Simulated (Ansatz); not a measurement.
BeSe:
```xyz
2
Lattice="0.0000 2.5889 2.5889 2.5889 0.0000 2.5889 2.5889 2.5889 0.0000" Properties=species:S:1:pos:R:3 pbc="T T T"
Be     0.0000     0.0000     0.0000
Se     3.8834     3.8834     3.8834
```

Relaxed with PBE. Special points in fractions of this cell's reciprocal vectors: Γ (0.000, 0.000, 0.000); X (0.500, 0.000, 0.500); U (0.625, 0.250, 0.625); K (0.375, 0.375, 0.750); L (0.500, 0.500, 0.500); W (0.500, 0.250, 0.750).

Q: List the band energies nearest the valence-band maximum at these points for PBE (plane waves, PAW; program Ansatz).

A: In eV from the valence-band maximum; about four levels below and three above (degenerate sets whole), none deeper than 8.9 eV; points with the same levels are listed once.

```json
[
 {"k": "Γ", "below": "0.00 0.00 0.00", "above": "4.22 5.02 5.02 5.02"},
 {"k": "X", "below": "-4.97 -2.58 -2.58", "above": "2.67 4.22 11.56 11.56"},
 {"k": "U", "below": "-4.56 -3.91 -2.16", "above": "3.78 6.80 9.62"},
 {"k": "L", "below": "-5.58 -1.05 -1.05", "above": "4.27 5.98 5.98"},
 {"k": "W", "below": "-4.33 -3.70 -3.20", "above": "6.13 7.07 7.39"}
]
```

Space group F-43m (zinc blende). Symmetry was held in the PBE relaxation. Spin–orbit coupling is left out wherever it is not named.

Potentials: the later of the program's two PAW sets.
